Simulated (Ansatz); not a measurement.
One crystal and one scan (scan of one atom of the cell) at two levels, PBE (plane waves to 420 eV, PAW, scalar-relativistic; Ansatz, an electronic-structure program) and PBEsol (plane waves to 420 eV, PAW, scalar-relativistic; Ansatz), each from its own relaxed cell and on its own mesh.

The crystal is LiF (rock salt); one F atom of a 2-atom cell moves by s along Cartesian [110], with its periodic images.

Energies are smeared free energies. LiF was relaxed with its symmetry unable to fall. Both scans cover s from -0.200 to 0.200 Å.

```csv
quantity,run 1,run 2
Lattice constant a (Å),4.008,4.068
Energy at s = 0.200 Å (meV/cell),35.3,28.0
Force along the line at s = -0.200 Å (eV/Å),0.369,0.295
Force constant k = d²E/ds² at s = 0 (finite differences) (eV/Å²),1.68,1.32
Zone-centre optical wavenumber from k (transverse: no LO-TO term) (cm⁻¹),300,266
```

Task: Which run is which level?

Result: Run 2 is PBE, run 1 is PBEsol. PBE gives the higher value for: lattice constant a. PBE gives the lower value for: energy at s = 0.200 Å; force along the line at s = -0.200 Å; force constant k = d²E/ds² at s = 0; zone-centre optical wavenumber from k. Both give the same symmetry of the curve: even: the same for both signs.

(A displaced cell: forces are minus the slopes of the energy, force constants its curvatures, and phonons follow from these.)
